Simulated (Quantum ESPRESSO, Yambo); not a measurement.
## Quasiparticle gap of CsScW2O8

```cif
data_CsO8ScW2
_chemical_formula_sum 'O8 Sc1 Cs1 W2'
_space_group_name_H-M_alt 'P 1'
_space_group_IT_number 1
_cell_length_a 5.92725
_cell_length_b 5.92725
_cell_length_c 8.10580
_cell_angle_alpha 90.000
_cell_angle_beta 90.000
_cell_angle_gamma 120.000
loop_
_space_group_symop_operation_xyz
  'x, y, z'
loop_
_atom_site_label
_atom_site_type_symbol
_atom_site_fract_x
_atom_site_fract_y
_atom_site_fract_z
_atom_site_occupancy
O1 O 0.16421 0.83579 0.34343 1
O2 O 0.83579 0.16421 0.65657 1
O3 O 0.16421 0.32842 0.34343 1
O4 O 0.83579 0.67158 0.65657 1
O5 O 0.67158 0.83579 0.34343 1
O6 O 0.32842 0.16421 0.65657 1
O7 O 0.33333 0.66667 0.05411 1
O8 O 0.66667 0.33333 0.94589 1
Sc1 Sc 0.00000 0.00000 0.50000 1
Cs1 Cs 0.00000 0.00000 0.00000 1
W1 W 0.33333 0.66667 0.27365 1
W2 W 0.66667 0.33333 0.72635 1
```

The geometry is that of Materials Project entry mp-1213157, symmetrised and not relaxed again.

Starting point: PBEsol (Quantum ESPRESSO, PseudoDojo norm-conserving, 84 Ry, scalar-relativistic). G0W0 in Yambo: 3×3×1 Γ-centred k mesh, bands 4 to 360 and a 7 Ry block in the screening, 360 bands in G with the Bruneval-Gonze terminator, plasmon pole fitted at 27.2 eV.

```
Item                                                            Result
-------------------------------------------------------------  -------
PBEsol gap along the band path                                 3.87 eV
PBEsol gap between the mesh's edge points ((0, 0.333, 0) → Γ)  3.90 eV
G0W0 gap between the same points                               6.60 eV
PBEsol smallest direct gap on the mesh (at Γ)                  3.92 eV
G0W0 direct gap at that point                                  6.59 eV
```

| k point | band | E PBEsol (eV) | E QP (eV) | shift (eV) | Z |
|---|---|---|---|---|---|
| Γ | VB | -0.02 | -0.88 | -0.87 | 0.78 |
| Γ | CB | 3.90 | 5.70 | 1.80 | 0.82 |
| (0, 0.333, 0) | VB | 0.00 | -0.90 | -0.90 | 0.77 |
| (0, 0.333, 0) | CB | 4.21 | 6.01 | 1.81 | 0.81 |
| K | VB | -0.13 | -1.06 | -0.93 | 0.77 |
| K | CB | 4.38 | 6.21 | 1.83 | 0.81 |

Energies count from the PBEsol valence-band maximum.

Nearest settings tried, and what they do to the gap: 235 bands in W, 235 bands in G: +46 meV; 6 Ry block (427 vectors against 553): -7 meV. Not varied: mesh. So the settings aren't converged at that level.

Spin-orbit coupling is left out, which matters for elements this heavy: edges can move by tenths of an eV.

The structure is a Materials Project entry; no match was found in the copy of COD used, and its stability was not checked.
